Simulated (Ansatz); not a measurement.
## KNaICl: energy along a strain

KNaICl, P4/mmm, a = 4.510 Å, c = 6.819 Å (as given, not relaxed at this level: -2.0 GPa). The structure is a Materials Project entry; whether it is the stable form wasn't checked. Ansatz: LDA, PAW, 420 eV, Γ-centred 6×6×4 mesh on 4 atoms, Gaussian smearing 0.05 eV; no spin polarisation. Cell vectors (Å): 4.510 0.000 0.000; 0.000 4.510 0.000; 0.000 0.000 6.819. The cell is strained by x per cent times the pattern (1 -1 0 0 0 0) in the order xx yy zz yz xz xy (engineering shears), with fractional coordinates held. y is the free energy over the start, V0 = 34.681 Å³/atom. Symmetry makes y even in x. Points with a strain past 8.5 % were computed too (2) and aren't used here.

| x (%) | y (meV/atom) |
| --- | --- |
| -5.00 | 7.74 |
| 0.00 | 0.00 |
| 2.50 | ? |
| 3.75 | 4.32 |
| 6.25 | 12.21 |
| 7.50 | 17.78 |

Problem. Fit y = c2 x² + c4 x⁴ to the other rows, get the stiffness along the pattern, and predict the missing energy.

Solution. Least squares on the rows shown. y = 0.30441 x² + 0.00020787 x⁴. The clamped-ion stiffness p·C·p = 2 × 3.044 eV × 160.2 / 34.681 Å³ = 28 GPa (second derivative at the start, which stands under stress). At x = 2.50 the fit asked for gives 1.91 meV/atom. The run gave 1.91 meV/atom, the same to the digits shown.